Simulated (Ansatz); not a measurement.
Below is a relaxed structure of TiPdC₄N₄. The cell was found from a structure generator's guess, not taken from experiment.

Computed with DFT PBE, scalar-relativistic, plane waves, PAW (Ansatz 0.2.0). Cutoff 420 eV, Γ-centred mesh, Gaussian smearing, no spin polarisation.

```
Ti Pd C N
1.0
     5.89646    0.00000    0.00000
     0.00000    5.89646    0.00000
     0.00000    0.00000    5.89646
Ti Pd C N
1 1 4 4
Direct
  0.50000 0.50000 0.50000
  0.00000 0.00000 0.00000
  0.19473 0.19473 0.19473
  0.19473 0.80527 0.80527
  0.80527 0.19473 0.80527
  0.80527 0.80527 0.19473
  0.31179 0.31179 0.31179
  0.31179 0.68821 0.68821
  0.68821 0.31179 0.68821
  0.68821 0.68821 0.31179
```

The zero of energy is the elements' standard structures at the same level (N₂ as a molecule); no fitted shifts are applied.

Question: Find its symmetry and describe it.

Answer: P-43m (No. 215). Conventional cell: a = 5.896 Å. Ti is surrounded by 4 N at 1.92 Å; Pd has 4 C at 1.99 Å; around C lie 1 N at 1.20 Å and 1 Pd at 1.99 Å; N is surrounded by 1 C at 1.20 Å and 1 Ti at 1.92 Å.

Question: What is its formation energy per atom?

Answer: +0.213 eV/atom. The separate elements lie lower, so it is unstable against them.

Question: Is it a metal?

Answer: No, the gap on the 6×6×6 mesh is 0.99 eV.

Question: From what recipe could a structure generator have reached it?

Answer: One such recipe: two interpenetrating cyanide-bridged diamond nets (P-43m, No. 215). Other recipes can lead to the same cell.

The last run used a 6×6×6 mesh for its 10-atom cell and Gaussian smearing of 0.02 eV. Kohn–Sham gaps at this level usually fall short of measured ones. The reference form of C is held partly by dispersion forces, which this level lacks. A structure relaxed within its symmetry needn't be a true minimum.
